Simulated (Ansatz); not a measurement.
ZnO:
```xyz
4
Lattice="3.2296 0.0000 0.0000 -1.6148 2.7970 0.0000 0.0000 0.0000 5.2147" Properties=species:S:1:pos:R:3 pbc="T T T"
Zn     1.6148     0.9323     0.0106
Zn     0.0000     1.8646     2.6180
O      1.6148     0.9323     3.2496
O      0.0000     1.8646     0.6422
```

This is the PBEsol-relaxed structure. Cartesian axes are those of the cell as given.

**Question.** All from the program Ansatz at the PBEsol level (PAW), unless another level is named. Give the Hill bulk and shear moduli.

**Answer.** 145 and 40.4 GPa.

**Question.** Next, the piezoelectric stress constants (proper, relaxed ions, C/m²)?

**Answer.** e15 = e24 = 0.49, e31 = e32 = 0.65, e33 = -1.25.

Space group P6_3mc (wurtzite). Symmetry was held in the PBEsol relaxation.

Potentials: the later of the program's two PAW sets.
